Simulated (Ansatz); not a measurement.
Total density of states per atom from PBE (plane waves, PAW; program Ansatz), in 0.25 eV bins, energy from the Fermi level:

```
E (eV) | states/eV/atom
    -7.85 | ## 0.12
    -7.60 | ## 0.15
    -7.35 | ### 0.16
    -7.10 | ### 0.18
    -6.85 | ### 0.21
    -6.60 | ##### 0.29
    -6.35 | ####### 0.46
    -6.10 | ########### 0.69
    -5.85 | ############### 0.96
    -5.60 | ################### 1.19
    -5.35 | ###################### 1.41
    -5.10 | ###################### 1.36
    -4.85 | #################### 1.25
    -4.60 | ####################### 1.46
    -4.35 | ################## 1.15
    -4.10 | ################### 1.21
    -3.85 | ####################### 1.42
    -3.60 | ####################### 1.46
    -3.35 | ######################### 1.56
    -3.10 | ############################## 1.86
    -2.85 | ########################### 1.70
    -2.60 | ######################### 1.58
    -2.35 | ############################## 1.89
    -2.10 | ########################## 1.64
    -1.85 | ####################### 1.43
    -1.60 | ################## 1.12
    -1.35 | ##################### 1.34
    -1.10 | ######################### 1.59
    -0.85 | ######################## 1.51
    -0.60 | ########################## 1.66
    -0.35 | ############### 0.96
    -0.10 | ############ 0.74
     0.15 | ######### 0.59
     0.40 | ########### 0.67
     0.65 | #################### 1.26
     0.90 | #################### 1.28
     1.15 | #################### 1.28
     1.40 | #################### 1.27
     1.65 | ################# 1.10
     1.90 | ###### 0.37
     2.15 | ###### 0.39
     2.40 | ##### 0.33
     2.65 | ##### 0.31
     2.90 | ##### 0.32
     3.15 | ##### 0.30
     3.40 | #### 0.28
     3.65 | #### 0.26
     3.90 | #### 0.25
     4.15 | #### 0.24
     4.40 | ### 0.22
     4.65 | ### 0.21
```

Which of these materials gives this?
A. FePt, L1₀ or tetragonal B2
B. MgF2, rutile
C. TiCo, CsCl type
D. Al, fcc (Cu type)

A, FePt, L1₀ or tetragonal B2. Within 0.5 eV of the Fermi level: Fe 3d 64 %, Pt 5d 23 %. Projections are on Löwdin-orthogonalised atomic valence shells; empty p or d shells of many metals are not among them.

Space group P4/mmm (L1₀ or tetragonal B2). The PBE relaxation kept the symmetry of its start. Spin order of the final state: ferromagnetic, chosen from 5 collinear starts compared on coarse meshes (ties went to the first, and starts can fall back to one state), not a proven ground state. Textbook magnetic order: ferromagnetic. Spin–orbit coupling is left out wherever it is not named.

Potentials: the later of the program's two PAW sets.
